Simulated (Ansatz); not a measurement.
An Ansatz (a program for electronic structure) run. Input:

Ansatz 0.2 input:
```yaml
crystal:
  lattice:
    - [0.0, 1.9202584854, 1.9202584854]
    - [1.9202584854, 0.0, 1.9202584854]
    - [1.9202584854, 1.9202584854, 0.0]
  atoms:
    - { symbol: Ir, position: [0.0, 0.0, 0.0] }
kpoints:
  mp_grid: { grid: [38, 38, 38] }
hamiltonian:
  xc: pbe
  dispersion: d3bj
  pseudopotentials: { kind: paw }
scf:
  occupations: { method: fermi_dirac, width: 0.1 }
elastic: { mode: relaxed_ion, stencil: two_point, amplitude: 0.005, f_tol: 0.0005 }
```

Output (shortened):

```
Pseudopotential: Ir, paw, valence charge 17
Functional definition: PBE
Crystal: 1 atoms, lattice volume = 14.161 Å³
Basis set: ecut = 420 eV, 283 PW (Γ), exchange–correlation on 40×40×40 points (8 copies of the dense FFT grid, shifted against one another)
Bands: 13, of which v1, the nominal top of the filled ones, is band 9 counted from 1 (8 counted from 0)
Symmetry: 48 space group operations
Space group: Fm-3m (ITA 225), of the structure as read, at distance tolerance 2.4e-5 Å
k-points: 1440 of 54872
SCF iter   1: F=—  HF=-11936.049270 eV  |F-HF|=—  |Δ(HF+E_count)|=         —  Δρ=4.01e-3  dr2=3.33e-4  ethr=1.77e-3  ⟨swp⟩=5.0  Hψ=94299  notcnv=0
preconditioner: auto → none
SCF iter   2: F=—  HF=-11936.049894 eV  |F-HF|=—  |Δ(HF+E_count)|=   6.24e-4  Δρ=2.07e-3  dr2=8.69e-5  ethr=1.96e-6  ⟨swp⟩=2.2  Hψ=38042  notcnv=0
SCF iter   3: F=—  HF=-11936.050189 eV  |F-HF|=—  |Δ(HF+E_count)|=   2.95e-4  Δρ=4.93e-4  dr2=2.42e-5  ethr=5.11e-7  ⟨swp⟩=2.0  Hψ=25391  notcnv=0
SCF iter   4: F=—  HF=-11936.050186 eV  |F-HF|=—  |Δ(HF+E_count)|=   2.77e-6  Δρ=8.41e-5  dr2=7.93e-7  ethr=1.42e-7  ⟨swp⟩=2.4  Hψ=26858  notcnv=0
SCF iter   5: F=—  HF=-11936.050185 eV  |F-HF|=—  |Δ(HF+E_count)|=   1.31e-6  Δρ=2.47e-5  dr2=4.59e-8  ethr=4.66e-9  ⟨swp⟩=2.4  Hψ=24324  notcnv=0
SCF iter   6: F=—  HF=-11936.050185 eV  |F-HF|=—  |Δ(HF+E_count)|=   7.20e-9  Δρ=8.61e-7  dr2=4.02e-11  ethr=2.70e-10  ⟨swp⟩=2.3  Hψ=24066  notcnv=0
SCF iter   7: F=—  HF=-11936.050185 eV  |F-HF|=—  |Δ(HF+E_count)|=  2.00e-11  Δρ=1.06e-7  dr2=3.68e-13  ethr=2.37e-13 (applied; sched 1.00e-12)  ⟨swp⟩=2.0  Hψ=31791  notcnv=0
SCF iter   8: F=—  HF=-11936.050185 eV  |F-HF|=—  |Δ(HF+E_count)|=  5.46e-12  Δρ=2.85e-8  dr2=1.05e-13  ethr=1.00e-12  ⟨swp⟩=4.0  Hψ=53759  notcnv=0
SCF iter   9: F=-11936.050185 eV  HF=-11936.050185 eV  |F-HF|=5.46e-12  |Δ(HF+E_count)|=    0.00e0  Δρ=1.10e-8  dr2=1.38e-14  ethr=1.00e-12  ⟨swp⟩=3.0  Hψ=49423  notcnv=0
SCF 1 converged in 9 iterations: F = -11936.050185 eV  dr2 = 1.38e-14
Crystal: 1 atoms, lattice volume = 14.091 Å³
Symmetry: 16 space group operations
k-points: 3910 of 54872
iter 1 solved again at ethr=4.51e-8 eV; its pass at ethr=3.10e-3 eV (dr2=7.66e-6 eV) is discarded
SCF iter   1: F=—  HF=-11936.049363 eV  |F-HF|=—  |Δ(HF+E_count)|=         —  Δρ=3.82e-4  dr2=8.26e-6  ethr=4.51e-8  ⟨swp⟩=3.0  Hψ=351942  notcnv=0
preconditioner: auto → none
SCF iter   2: F=—  HF=-11936.049362 eV  |F-HF|=—  |Δ(HF+E_count)|=   4.78e-7  Δρ=1.63e-4  dr2=8.57e-7  ethr=4.51e-8  ⟨swp⟩=2.5  Hψ=73704  notcnv=0
SCF iter   3: F=—  HF=-11936.049362 eV  |F-HF|=—  |Δ(HF+E_count)|=   1.17e-7  Δρ=4.56e-5  dr2=8.17e-8  ethr=5.04e-9  ⟨swp⟩=2.0  Hψ=79745  notcnv=0
SCF iter   4: F=—  HF=-11936.049362 eV  |F-HF|=—  |Δ(HF+E_count)|=   4.10e-8  Δρ=8.22e-6  dr2=2.29e-9  ethr=4.80e-10  ⟨swp⟩=2.1  Hψ=68448  notcnv=0
SCF iter   5: F=—  HF=-11936.049362 eV  |F-HF|=—  |Δ(HF+E_count)|=   1.97e-9  Δρ=1.02e-6  dr2=3.90e-11  ethr=1.35e-11  ⟨swp⟩=2.9  Hψ=82687  notcnv=0
SCF iter   6: F=-11936.049362 eV  HF=-11936.049362 eV  |F-HF|=7.28e-12  |Δ(HF+E_count)|=  5.46e-12  Δρ=3.24e-8  dr2=4.31e-14  ethr=1.00e-12  ⟨swp⟩=3.1  Hψ=204999  notcnv=0
SCF 2 converged in 6 iterations: F = -11936.049362 eV  dr2 = 4.31e-14
Crystal: 1 atoms, lattice volume = 14.232 Å³
iter 1 solved again at ethr=3.27e-10 eV; its pass at ethr=3.10e-3 eV (dr2=5.57e-8 eV) is discarded
SCF iter   1: F=—  HF=-11936.049616 eV  |F-HF|=—  |Δ(HF+E_count)|=         —  Δρ=1.15e-4  dr2=5.51e-8  ethr=3.27e-10  ⟨swp⟩=2.3  Hψ=326834  notcnv=0
preconditioner: auto → none
SCF iter   2: F=—  HF=-11936.049619 eV  |F-HF|=—  |Δ(HF+E_count)|=   2.34e-6  Δρ=5.73e-5  dr2=1.04e-8  ethr=3.24e-10  ⟨swp⟩=1.5  Hψ=59561  notcnv=0
SCF iter   3: F=—  HF=-11936.049619 eV  |F-HF|=—  |Δ(HF+E_count)|=   8.17e-7  Δρ=1.13e-5  dr2=1.25e-9  ethr=6.10e-11  ⟨swp⟩=1.6  Hψ=60909  notcnv=0
SCF iter   4: F=—  HF=-11936.049619 eV  |F-HF|=—  |Δ(HF+E_count)|=   3.10e-8  Δρ=3.44e-7  dr2=7.98e-13  ethr=7.35e-12  ⟨swp⟩=2.4  Hψ=74791  notcnv=0
SCF iter   5: F=-11936.049619 eV  HF=-11936.049619 eV  |F-HF|=3.64e-12  |Δ(HF+E_count)|=  3.46e-11  Δρ=4.13e-8  dr2=4.33e-14  ethr=1.00e-12  ⟨swp⟩=4.1  Hψ=166579  notcnv=0
SCF 3 converged in 5 iterations: F = -11936.049619 eV  dr2 = 4.33e-14
Crystal: 1 atoms, lattice volume = 14.161 Å³
Symmetry: 8 space group operations
k-points: 7430 of 54872
iter 1 solved again at ethr=4.22e-8 eV; its pass at ethr=3.10e-3 eV (dr2=7.17e-6 eV) is discarded
SCF iter   1: F=—  HF=-11936.049877 eV  |F-HF|=—  |Δ(HF+E_count)|=         —  Δρ=3.64e-4  dr2=7.78e-6  ethr=4.22e-8  ⟨swp⟩=3.0  Hψ=646747  notcnv=0
preconditioner: auto → none
SCF iter   2: F=—  HF=-11936.049875 eV  |F-HF|=—  |Δ(HF+E_count)|=   1.72e-6  Δρ=1.73e-4  dr2=1.15e-6  ethr=4.22e-8  ⟨swp⟩=1.0  Hψ=96605  notcnv=0
SCF iter   3: F=—  HF=-11936.049874 eV  |F-HF|=—  |Δ(HF+E_count)|=   9.48e-7  Δρ=2.31e-5  dr2=1.58e-8  ethr=6.77e-9  ⟨swp⟩=1.0  Hψ=97721  notcnv=0
SCF iter   4: F=—  HF=-11936.049874 eV  |F-HF|=—  |Δ(HF+E_count)|=   5.72e-9  Δρ=3.15e-6  dr2=3.11e-10  ethr=9.28e-11  ⟨swp⟩=2.2  Hψ=124959  notcnv=0
SCF iter   5: F=—  HF=-11936.049874 eV  |F-HF|=—  |Δ(HF+E_count)|=  1.38e-10  Δρ=6.45e-7  dr2=5.16e-11  ethr=1.83e-12  ⟨swp⟩=2.1  Hψ=139001  notcnv=0
SCF iter   6: F=—  HF=-11936.049874 eV  |F-HF|=—  |Δ(HF+E_count)|=  1.82e-11  Δρ=1.08e-7  dr2=5.59e-13  ethr=3.04e-13 (applied; sched 1.00e-12)  ⟨swp⟩=2.4  Hψ=147871  notcnv=0
SCF iter   7: F=-11936.049874 eV  HF=-11936.049874 eV  |F-HF|=0.00e0  |Δ(HF+E_count)|=  1.82e-12  Δρ=2.65e-8  dr2=4.55e-14  ethr=1.00e-12  ⟨swp⟩=4.0  Hψ=294887  notcnv=0
SCF 4 converged in 7 iterations: F = -11936.049874 eV  dr2 = 4.55e-14
Crystal: 1 atoms, lattice volume = 14.161 Å³
iter 1 solved again at ethr=8.64e-11 eV; its pass at ethr=3.10e-3 eV (dr2=1.47e-8 eV) is discarded
SCF iter   1: F=—  HF=-11936.049874 eV  |F-HF|=—  |Δ(HF+E_count)|=         —  Δρ=5.02e-5  dr2=1.52e-8  ethr=8.64e-11  ⟨swp⟩=2.5  Hψ=621239  notcnv=0
preconditioner: auto → none
SCF iter   2: F=—  HF=-11936.049874 eV  |F-HF|=—  |Δ(HF+E_count)|=   2.74e-7  Δρ=2.49e-5  dr2=2.49e-9  ethr=8.64e-11  ⟨swp⟩=2.3  Hψ=136643  notcnv=0
SCF iter   3: F=—  HF=-11936.049874 eV  |F-HF|=—  |Δ(HF+E_count)|=   1.37e-7  Δρ=6.08e-6  dr2=2.61e-10  ethr=1.46e-11  ⟨swp⟩=1.1  Hψ=99014  notcnv=0
SCF iter   4: F=—  HF=-11936.049874 eV  |F-HF|=—  |Δ(HF+E_count)|=   8.59e-9  Δρ=2.72e-7  dr2=6.36e-13  ethr=1.54e-12  ⟨swp⟩=2.5  Hψ=140335  notcnv=0
SCF iter   5: F=-11936.049874 eV  HF=-11936.049874 eV  |F-HF|=1.82e-12  |Δ(HF+E_count)|=  1.64e-11  Δρ=3.37e-8  dr2=2.46e-14  ethr=1.00e-12  ⟨swp⟩=4.0  Hψ=299521  notcnv=0
SCF 5 converged in 5 iterations: F = -11936.049874 eV  dr2 = 2.46e-14
SCF converged after 9 iterations
Free energy (F): -11936.050185 eV
Harris-Foulkes:  -11936.050185 eV  (|F-HF|=5.46e-12)
Internal energy: -11936.019896 eV  (E = F + TS)
E sigma→0 (E₀):  -11936.035040 eV
Entropy (-TS):   -0.030289 eV (-30.289 meV/atom)
Fermi energy:    25.776899 eV
--- Per-component energies (eV) ---
  E_band       = -82.850163
  E_kinetic    = 623.512834
  E_local      = -1064.800151  (includes V_loc(G=0)·N_el)
  E_nonlocal   = 72.601608
  E_hartree    = 409.101464
  E_xc         = -268.244862
  E_vxc        = -300.475771  (∫ρ·V_xc dr)
  E_paw        = -9223.429757  (= ΣΔE_a)
  E_vpaw       = -231.891671  (= ΣTr[D̂ρ^β])
  E_aug_tail   = 0.000055  (compensation charges beyond the density's cutoff)
  E_ewald      = -2484.026552
  E_disp       = -0.734535  (pairwise vdW)
  E_smearing   = -0.030289  (= −TS)
  E_closure    = 0.000000  (closes the sum)
  Σ components = -11936.050185   (vs F -11936.050185, Δ=0.00e0)
  [band-id]    e_kinetic+e_local+e_nonlocal+2·e_hartree+e_vxc+e_vpaw+e_augmentation_tail = -82.850168   (vs E_band -82.850163, Δ=-4.08e-6)
--- Forces (eV/Å), atoms counted from 1 ---
  atom   1  Ir     0.00000000     0.00000000     0.00000000
  max |Σ_I F_I| component: 0.0 eV/Å
--- Stress (GPa, compression-positive) ---
        0.272998       0.000000       0.000000
        0.000000       0.272998       0.000000
        0.000000       0.000000       0.272998
  P = ⅓ Tr σ = 0.2730 GPa (2.730 kbar)
--- Band table (eV; the first three rows and the last of 1440) ---
  k-point 0: bands = ["-67.0750", "-23.5597", "-23.5597", "-23.5597", "14.6798", "21.9115", "21.9115", "21.9115", "24.6013", "24.6013", "39.3996", "44.9057", "44.9057"]
  k-point 1: bands = ["-67.0746", "-23.5653", "-23.5605", "-23.5605", "14.7110", "21.8942", "21.9252", "21.9252", "24.5919", "24.5919", "39.4542", "44.7429", "44.9576"]
  k-point 2: bands = ["-67.0732", "-23.5819", "-23.5628", "-23.5628", "14.8040", "21.8441", "21.9653", "21.9653", "24.5654", "24.5654", "39.6154", "44.3139", "45.1123"]
  k-point 1439: bands = ["-66.9875", "-24.0988", "-24.0616", "-23.8595", "19.5149", "20.6757", "21.1763", "24.0082", "27.2917", "33.9435", "34.5029", "35.1135", "39.0710"]
--- Elastic constants: 2 strain directions × 2 members + reference (group order 48) ---
  dense FFT box of the reference and of every strained cell: 20×20×20
  strains applied: 11, 23; error gains: componentwise 1.00 (the most a stress slope's error grows in a printed constant), spectral 1.73 (1 for all six strains …
  pairwise dispersion correction: d3bj (s6 = 1.0, s8 = 0.7875, a1 = 0.4289, a2_bohr = 4.4407), with the weights of each atom's references fixed at the …
  C = ∂σ_k/∂η_j (tension-positive GPa; Voigt order 11 22 33 23 13 12):
       628.062    247.005    247.005      0.000      0.000      0.000
       247.005    628.062    247.005      0.000      0.000      0.000
       247.005    247.005    628.062      0.000      0.000      0.000
         0.000      0.000      0.000    280.905      0.000      0.000
         0.000      0.000      0.000      0.000    280.905      0.000
         0.000      0.000      0.000      0.000      0.000    280.905
  reference stress σ⁰ (GPa):     -0.273     -0.273     -0.273      0.000      0.000      0.000
  C* (energy form; C + prestress term) asymmetry max|C*_kj − C*_jk| = 1.137e-13 GPa — a small one proves nothing (zero by symmetry where the batch's group is …
  moduli (Voigt/Reuss/Hill, GPa): K = 374.02/374.02/374.02   G = 244.75/236.11/240.43   E = 594.01   ν = 0.235
  mechanically stable: yes (min eigenvalue of sym C = 280.90 GPa)
  where every solve meets its electron count the energy-path curvature estimates C_jj along a normal strain and C_jj − ¼(σ⁰_aa + σ⁰_bb) along a shear (ab), of …
  strain η (Voigt 11):  stress-route row diagonal C_11 = 628.06 GPa, energy-path curvature d²(F+E_count+ΔE)/dδ²/Ω₀ = 628.03 GPa
         δ    σ_11 (GPa)             F (eV)   n_scf  n_hpsi   n_pw
    -5.000e-3      -3.4646      -11936.0493624       6  908435    291   relax 0 steps, max|allowed force component| 0.00e0 eV/Å
     5.000e-3       2.8160      -11936.0496195       5  735596    293   relax 0 steps, max|allowed force component| 0.00e0 eV/Å
  strain η (Voigt 23):  stress-route row diagonal C_44 = 280.90 GPa, energy-path curvature d²(F+E_count+ΔE)/dδ²/Ω₀ = 281.05 GPa
         δ    σ_23 (GPa)             F (eV)   n_scf  n_hpsi   n_pw
    -5.000e-3      -1.4045      -11936.0498744       7  1636949    291   relax 0 steps, max|allowed force component| 0.00e0 eV/Å
     5.000e-3       1.4045      -11936.0498744       5  1385918    291   relax 0 steps, max|allowed force component| 0.00e0 eV/Å
```

Cost: about 7 core-minutes (a rough figure) on shared cores.

The PBE+D3(BJ) relaxation kept the symmetry of its start. No spin polarisation was allowed. The pairwise dispersion correction was not fitted to metals. As this level gives no gap, shear constants depend on the k-mesh and smearing (Fermi–Dirac, 0.1 eV here). Spin–orbit coupling is left out wherever it is not named.

Potentials: the later of the program's two PAW sets.

Ansatz is a plane-wave DFT program.
